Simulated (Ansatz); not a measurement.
Pb$_{2}$Au in space group I4/mcm (No. 140; Pb on 8h, Au on 4a) at seven volumes, DFT-r²SCAN in the program Ansatz with PAW potentials, shape and atoms relaxed at each. One row is withheld.

```
V (Å³/atom)  P (GPa)
-----------  -------
23.860          7.62
24.646             ?
25.433          2.09
26.219          0.00
27.006         -1.73
27.793         -3.14
28.579         -4.32
```

Q: Fit the shown pressures and predict the withheld one.

A: P = (3/2)B₀(x^(7/2) − x^(5/2))[1 + (3/4)(B′ − 4)(x − 1)] with x = (V₀/V)^(2/3). Least squares on the six rows gives V₀ = 26.220 Å³/atom, B₀ = 63.0 GPa, B′ = 5.28. At V = 24.646, x = 1.0421 and P = 4.59 GPa. The run itself gave 4.60 GPa.

The workflow started from a Materials Project entry (that database holds measured and hypothetical structures alike); the Crystallography Open Database files this formula in space group No. 140, but the cells were not matched. Whether it is the stable phase at ambient conditions was not checked. The cell was relaxed with r²SCAN under the symmetry of its start; its stability against distortions is not shown here. Spin–orbit coupling is left out wherever it is not named.

Potentials: the later of the program's two PAW sets.
